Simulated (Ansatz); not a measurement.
# SrCu$_{2}$Sb$_{2}$: a fit and a missing row

SrCu$_{2}$Sb$_{2}$, P4/nmm, a = 4.519 Å, c = 10.649 Å. The structure is a Materials Project entry; whether it is the stable form wasn't checked. Ansatz: PBEsol, PAW, 420 eV, Γ-centred 8×8×4 mesh on 10 atoms, Gaussian smearing 0.10 eV; no spin polarisation. Shape and atoms are relaxed at each volume; pressure is positive in compression.

| V (Å³/atom) | P (GPa) |
| --- | --- |
| 19.141 | 12.27 |
| 19.794 | 8.37 |
| 20.446 | 5.09 |
| 21.099 | 2.32 |
| 21.751 | 0.00 |
| 22.404 | ? |
| 23.056 | -3.61 |
| 23.926 | -5.40 |

Problem. Take V0 = 21.751 Å³/atom, fit the third-order Birch–Murnaghan form to the other rows, and predict the missing pressure.

Solution. With the Eulerian strain f = ½[(V0/V)^(2/3) − 1] and y = P/[3f(1 + 2f)^(5/2)], the form is the line y = B0 + 1.5 B0 (B0′ − 4) f. Rows (f, y): 0.04448, 74.3; 0.03244, 73.5; 0.02106, 72.7; 0.01025, 71.7; -0.01905, 69.6; -0.03078, 68.5. Means f = 0.009733, y = 71.717; Σ(Δf)² = 0.004321, ΣΔfΔy = 0.3326; the slope is their ratio. y = 70.97 + 76.97 f GPa, so B0 = 71.0 GPa and B0′ = 4 + 2 × (76.97)/(3 × 70.97) = 4.72. At V = 22.404, f = -0.00976, y = 70.22 and P = -1.96 GPa. The run gave -1.96 GPa, the same to the digits shown.